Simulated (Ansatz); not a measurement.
# What DFT gives for Ba₂CuP₂Br

```yaml
crystal:
  lattice:
    - [4.53918, 0.00000, 0.00000]
    - [-2.26959, 3.93104, 0.00000]
    - [-2.26959, 1.31035, 10.39701]
  atoms:
    - { symbol: Ba, position: [0.74750, 0.25250, 0.24250] }
    - { symbol: Ba, position: [0.25250, 0.74750, 0.75750] }
    - { symbol: Cu, position: [0.50000, 0.50000, 0.50000] }
    - { symbol: Br, position: [0.00000, 0.00000, 0.00000] }
    - { symbol: P, position: [0.43900, 0.56100, 0.31700] }
    - { symbol: P, position: [0.56100, 0.43900, 0.68300] }
```

Method: PBE, no spin polarisation; PAW, plane waves to 420 eV, 7×7×7 Γ-centred mesh, cold occupations (width 0.0118 eV) (Ansatz 0.2.0), atoms fixed.

Task: Give the Bader charges.

Result: Bader charges in e: Ba +1.28, Cu -0.08, P -0.84, Br -0.80. In the mean Ba gives up most and P takes most.

Task: Is it stable against the elements?

Result: -0.27 eV an atom against the elements' usual phases (free molecules for gases, crystals otherwise, with no correction for O₂ or N₂), so it is bound against them; other compounds may still compete. Relaxing would lower it.

Task: Is the cell too large or too small?

Result: The pressure is 13.2 GPa (compression positive), so with the atoms held at these fractions the cell would first expand; the forces are large, so a full relaxation may end otherwise. The principal stresses 11.8, 11.8, 16.1 GPa differ, so its shape would change too.

Task: What happens at the Fermi level?

Result: It is a metal, with about 3.6 states/eV a cell as the mean within 0.25 eV of the Fermi level, mostly P p (69 %).

Origin: a known structure type with other elements, at an estimated volume, so it need not be a known compound. Caveats: many states at the Fermi level without spin polarisation, so a magnetic state may lie lower; atoms or cell far from equilibrium.
